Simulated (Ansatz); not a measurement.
# BO3: reading a single point

```yaml
crystal:
  lattice:
    - [4.27892, 0.00000, 0.00000]
    - [-2.13946, 3.70566, 0.00000]
    - [0.00000, 0.00000, 4.60158]
  atoms:
    - { symbol: B, position: [0.33330, 0.66670, 0.25000] }
    - { symbol: B, position: [0.66660, 0.33330, 0.75000] }
    - { symbol: O, position: [0.33330, 0.00000, 0.25000] }
    - { symbol: O, position: [0.33330, 0.33330, 0.75000] }
    - { symbol: O, position: [0.00000, 0.33330, 0.25000] }
    - { symbol: O, position: [0.66670, 0.00000, 0.75000] }
    - { symbol: O, position: [0.66670, 0.66670, 0.25000] }
    - { symbol: O, position: [0.00000, 0.66670, 0.75000] }
```

The numbers come from plane-wave PAW DFT (Ansatz): r2SCAN, no spin polarisation, 500 eV, 9×9×7 Γ-centred k points, fermi-dirac occupations (width 0.1 eV). Nothing was relaxed.

**Question.** Which atom feels the largest force, and which way?

**Answer.** The largest is on O5 (and as large on other atoms): 2.22 eV/Å, components (1.11, 1.92, 0.00). It makes 0° with the line to a nearest neighbour, B1 at 1.43 Å, pointing towards it.

**Question.** Is the cell too large or too small?

**Answer.** The pressure is -11.9 GPa (compression positive), so with the atoms held at these fractions the cell would first shrink; the forces are large, so a full relaxation may end otherwise. The principal stresses -21.6, -21.6, 7.5 GPa differ, so its shape would change too.

**Question.** What happens at the Fermi level?

**Answer.** It is a metal, with about 6.8 states/eV a cell as the mean within 0.25 eV of the Fermi level, mostly O p (98 %).

**Question.** How is the charge shared?

**Answer.** Bader charges in e: B +2.36, O -0.79. In the mean B gives up most and O takes most.

**Question.** Is it stable against the elements?

**Answer.** -0.05 eV an atom against the elements' usual phases (free molecules for gases, crystals otherwise, with no correction for O₂ or N₂), too near zero to call. Relaxing would lower it.

Origin: a known structure type with other elements, at an estimated volume, so it need not be a known compound. Caveats: many states at the Fermi level without spin polarisation, so a magnetic state may lie lower; atoms or cell far from equilibrium.
